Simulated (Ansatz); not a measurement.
## Energy against volume for AlNi (CsCl type)

AlNi (CsCl type)

```cif
data_AlNi
_chemical_formula_sum 'Al1 Ni1'
_space_group_name_H-M_alt 'P 1'
_space_group_IT_number 1
_cell_length_a 2.89304
_cell_length_b 2.89304
_cell_length_c 2.89304
_cell_angle_alpha 90.000
_cell_angle_beta 90.000
_cell_angle_gamma 90.000
loop_
_space_group_symop_operation_xyz
  'x, y, z'
loop_
_atom_site_label
_atom_site_type_symbol
_atom_site_fract_x
_atom_site_fract_y
_atom_site_fract_z
_atom_site_occupancy
Al1 Al 0.00000 0.00000 0.00000 1
Ni1 Ni 0.50000 0.50000 0.50000 1
```

Equation-of-state scan: isotropic scaling of the cell above, V₀ being its volume. Symmetry pins the atoms to their sites.

Calculation: PBE (plane waves to 420 eV, PAW, scalar-relativistic; Ansatz, an electronic-structure program). k mesh 17×17×17 (Γ-centred), Fermi-Dirac smearing 0.05 eV. E stands for the smeared free energy. Stress and pressure are positive under compression. AlNi is run without spin polarisation. AlNi was relaxed with its symmetry unable to fall. ΔE is measured from the relaxed starting cell.

```tsv
a (Å)	ΔE (meV/atom)	P (GPa)
2.7297	210	40.6
2.7639	126	29.4
2.7973	67	20.1
2.8300	28	12.2
2.8618	7	5.6
2.8930	0	0.0
2.9236	6	-4.7
2.9535	22	-8.6
2.9828	47	-11.9
3.0116	79	-14.7
3.0398	118	-17.1
```

What the scan shows:

| Property | Result |
|---|---|
| Pressure at the smallest volume | 40.6 GPa |
| Energy cost of the largest compression | 210 meV/atom |
| Energy cost of the largest expansion | 118 meV/atom |
| Bulk modulus B₀ (third-order Birch-Murnaghan fit) | 159 GPa |
| Pressure derivative B₀′ (fit) | 4.4 |
| Equilibrium volume of the fit | 12.11 Å³/atom |
| Pressure for 5 % compression (fit) | 9.1 GPa |

The 11 points together took about 30 core-seconds (a rough figure).

(Under strain, the slope of the energy per volume gives the stress and its curvature an elastic modulus.)
